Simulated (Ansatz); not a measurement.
Space group Fd-3m:1 (No. 227). a = 6.095 Å, b = 6.095 Å, c = 6.095 Å, α = 90.00°, β = 90.00°, γ = 90.00°
```tsv
atom	site	symmetry	x	y	z
Li	8b	-43m	0.0000	0.0000	0.5000
Zn	8a	-43m	0.5000	0.0000	0.5000
```

Equation of state of this LiZn structure (not necessarily the ground state), with shape and atoms relaxed at each volume where symmetry leaves them free. It has no gap at any of these volumes. Theory: Ansatz 0.2.0, DFT r2SCAN, scalar-relativistic, plane waves, PAW.

Cutoff 500 eV; k points 12×12×12 on the computed 4-atom cell (Γ-centred); Gaussian smearing, width 0.10 eV; no spin polarisation.

```
V (Å³/atom) E − E(largest V) (meV/atom) P (GPa)
     12.453                        19.88     7.94
     12.878                         2.23     5.44
     13.302                        -9.31     3.32
     13.727                       -15.66     1.52
     14.151                       -17.60    -0.01
     14.576                       -15.78    -1.31
     15.000                       -10.78    -2.42
     15.566                         0.00    -3.64
```

Question: Fit a third-order Birch–Murnaghan equation to E(V).

Answer: V0 = 14.15 Å³/atom, B0 = 47 GPa, B0' = 4.4.